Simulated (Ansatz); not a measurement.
**Ga3Se (Pm-3m)**

Level of theory: Ansatz, DFT PBE, scalar-relativistic, plane waves, PAW.

Cutoff 420 eV; k points 10×10×10 on the computed 4-atom cell (Γ-centred); Gaussian smearing, width 0.10 eV; no spin polarisation.

The structure is relaxed at this level of theory with its symmetry kept, and needn't be the ground state of this composition.

Space group Pm-3m (No. 221), cubic, a = 4.409 Å. Ga is surrounded by 4 Se at 3.12 Å and 8 Ga at 3.12 Å; Se has 12 Ga at 3.12 Å.

| Quantity | Value |
| --- | --- |
| Volume per atom | 21.43 Å³ |
| Formation energy from the elements' standard states (uncorrected) | -0.045 eV/atom |
| Kohn–Sham band gap | none (metal) |
| Density of states at the Fermi level | 1.4 states/eV per cell |
| Orbital (Löwdin) character within 0.5 eV of the Fermi level | Ga 4p 62 %, Se 4p 16 %, Ga 4s 16 % |
| Bader charge by site (e) | Ga (3 in the cell) 0.25, Se (1 in the cell) -0.76 |

Spin polarisation was left out, and a magnetic state may lie lower.

The cell was found from a structure generator's guess, not taken from experiment. Löwdin shares on free-atom orbitals overweight diffuse shells.
